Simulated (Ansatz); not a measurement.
MgV$_{2}$O$_{6}$:
```
MgV2O6
1.0
    4.66444     1.71899     0.00000
   -4.66444     1.71899     0.00000
   -2.49794     0.00000     6.30849
Mg V O
1 2 6
Cartesian
 -1.24897   0.00000   3.15424
 -3.24297   1.71899   1.00683
  0.74503   1.71899   5.30165
  1.62684   1.71899   0.40066
 -4.12478   1.71899   5.90783
  2.34419   1.71899   4.87826
 -4.84213   1.71899   1.43023
 -2.37270   1.71899   2.43087
 -0.12524   1.71899   3.87761
```

Relaxed with r²SCAN.

Give the Bader charges and basin volumes of the independent atoms, DFT-r²SCAN in the program Ansatz with PAW potentials.



```
atom  Bader charge (e)  Bader volume (Å³)
----  ----------------  -----------------
Mg1              +1.78                5.0
V2               +2.32                6.7
O4               -1.10               11.9
O6               -1.02               14.4
O8               -1.09               15.0
```

Space group C2/m. The first step of the workflow began from a Materials Project structure, measured or hypothetical; the Crystallography Open Database files this formula in space group No. 12, but the cells were not matched. Its standing as an ambient phase is unchecked. The cell was relaxed with r²SCAN under the symmetry of its start; its stability against distortions is not shown here. The run is not spin-polarised. No Hubbard U is applied.

Potentials: the later of the program's two PAW sets.
